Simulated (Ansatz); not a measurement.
Here is the system:

ZnS (wurtzite, space group No. 186), a = b = 3.8071 Å, c = 6.2466 Å, α = β = 90.00°, γ = 120.00°.

This is the r²SCAN-relaxed structure.

Task: All from plane-wave PAW r²SCAN (Ansatz code), unless another level is named. Estimate the zero-point energy.

Result: 39.5 meV/atom.

Task: Next, the Hill bulk and shear moduli?

Result: 77.7 and 35.1 GPa.

Task: Next, the highest zone-centre frequency (without LO–TO term)?

Result: 338 cm⁻¹.

Space group P6_3mc (wurtzite). The r²SCAN relaxation kept the symmetry of its start.

Potentials: the earlier of the program's two PAW sets. The files were generated under PBE; for other functionals the program regenerates the frozen cores, and for LDA and PBEsol the local potential too.
